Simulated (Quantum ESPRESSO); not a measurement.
Zr3SnY2Mg2, one composition in several site orders

A calculation, not a measurement. The program is pw.x of Quantum ESPRESSO 7.5 (plane-wave density functional theory). The cell is made up: eight metal atoms on a face-centred cubic lattice, with elements, volume, strain and displacements drawn at random and not relaxed, so it may be unstable or far from any real phase. PseudoDojo standard norm-conserving files set the functional (PBE unless stated); there is no spin polarisation or spin-orbit coupling, the Fermi-Dirac width of 0.25 eV means electrons at about 2900 K, and the masses in the input are unused placeholders. The tin pseudopotential is less sure than most, with forces differing by about three percent from a second method on plain tin. A spin test at this wide smearing found no moment, but such smearing suppresses magnetism that the real alloy may have.

The runs put one composition on the sites in different orders. Cell, positions, cutoff, mesh and smearing stay as in the input of run 1; sites are counted in its order. Stress in the tables is positive in tension.

Input of run 1:

```
&control calculation='scf', pseudo_dir='./dojo.nc.sr.pbe.v0_5.standard.upf', outdir='./o', disk_io='minimal', tprnfor=.true., tstress=.true. /
&system ibrav=0, nat=8, ntyp=4, nbnd=60, ecutwfc=84.00895049, nosym=.true., tot_charge=0,
 occupations='smearing', smearing='fd', degauss=0.0183746611
/
&electrons conv_thr=1.470e-08, electron_maxstep=70, mixing_beta=0.5 /
ATOMIC_SPECIES
Mg 1.0 Mg.upf
Sn 1.0 Sn.upf
Y 1.0 Y.upf
Zr 1.0 Zr.upf
CELL_PARAMETERS angstrom
-0.0101 2.3435 2.2829
-4.6245 4.7204 -4.5791
-4.5835 -4.6798 4.5787
ATOMIC_POSITIONS angstrom
Zr 0.0031 0.0171 0.0323
Sn -4.633 -2.3335 2.2708
Y -4.5995 0.0273 -0.0674
Zr -4.5838 2.3181 -2.2891
Mg -2.2941 0.0477 2.3281
Zr -2.3266 2.3183 0.0213
Y -6.8711 0.0585 2.3088
Mg -6.9024 2.4303 0.0008
K_POINTS automatic
7 3 3 1 1 1
```

| run | elements on sites 1 to 8 | free energy less that of run 1 (eV) | -TS (eV) | pressure (GPa) | stress xx (GPa) | stress yy (GPa) | stress zz (GPa) | stress yz (GPa) | stress xz (GPa) | stress xy (GPa) | iterations |
| --- | --- | --- | --- | --- | --- | --- | --- | --- | --- | --- | --- |
| 1 | Zr Sn Y Zr Mg Zr Y Mg | 0.000 | -1.746 | 1.28 | -1.90 | -0.80 | -1.14 | -0.75 | 0.30 | -0.87 | 19 |
| 2 | Zr Mg Mg Zr Sn Y Zr Y | -0.074 | -1.801 | 1.35 | -1.63 | -1.17 | -1.25 | -0.52 | -0.09 | -0.48 | 18 |
| 3 | Zr Mg Y Mg Sn Zr Y Zr | 0.195 | -1.796 | 1.30 | -1.23 | -1.16 | -1.50 | -0.80 | -0.07 | -0.43 | 17 |
| 4 | Mg Y Zr Y Mg Sn Zr Zr | -0.282 | -1.801 | 1.24 | -1.26 | -0.92 | -1.55 | 0.04 | -0.39 | 0.02 | 17 |
| 5 | Mg Mg Y Zr Zr Sn Y Zr | 0.029 | -1.774 | 1.27 | -1.67 | -0.81 | -1.32 | -0.72 | 0.15 | -0.67 | 18 |
| 6 | Zr Sn Zr Y Y Mg Mg Zr | 0.098 | -1.774 | 1.21 | -1.20 | -1.00 | -1.43 | -0.41 | 0.07 | -0.42 | 19 |

Forces Fx Fy Fz (eV/Å):

```
site             run 1              run 2              run 3             run 4              run 5             run 6
   1  -0.45 0.04 -0.01    0.22 -0.56 0.68   -0.27 0.38 -0.35    0.03 0.01 0.00   -0.21 0.05 -0.07   0.65 0.37 -0.31
   2   0.28 -0.36 0.49    0.14 0.20 -0.10    0.36 -0.35 0.48   -0.05 0.06 0.15    0.42 -0.14 0.37  -0.02 -0.12 0.24
   3    0.31 0.25 0.00   -0.09 -0.23 0.50     0.51 0.28 0.16  -0.19 -0.01 0.19     0.47 0.25 0.07   -0.46 0.16 0.10
   4   0.06 0.27 -0.03    0.12 0.81 -0.77   -0.20 0.15 -0.02    0.07 0.19 0.10    -0.58 0.13 0.15    0.35 0.08 0.19
   5   0.25 -0.15 0.00    0.24 -0.07 0.01    0.31 -0.13 0.07  -0.01 0.03 -0.27    0.37 -0.58 0.38  -0.61 0.01 -0.26
   6   0.59 0.25 -0.39    0.26 0.22 -0.31   0.70 -0.04 -0.07   0.09 -0.02 0.07    0.33 0.11 -0.16   0.48 -0.05 0.02
   7  -0.56 -0.37 0.22  -0.76 -0.07 -0.12  -0.70 -0.10 -0.12  -0.03 0.48 -0.83  -0.72 -0.22 -0.07   0.20 0.18 -0.33
   8  -0.49 0.06 -0.28   -0.14 -0.30 0.10  -0.71 -0.20 -0.16   0.09 -0.74 0.59   -0.08 0.40 -0.66  -0.59 -0.62 0.34
```

The sites are displaced and not relaxed, so the energy differences mix bonding between neighbours with strain and are not ordering energies. A rerun of one cell of this series at a higher cutoff and on a denser mesh moved values by no more than 0.007 eV in energy, 0.06 GPa in stress and 0.015 eV/Å in force, and a second program with other atomic files agreed on that cell to 2 % rms in force and 0.5 GPa in pressure.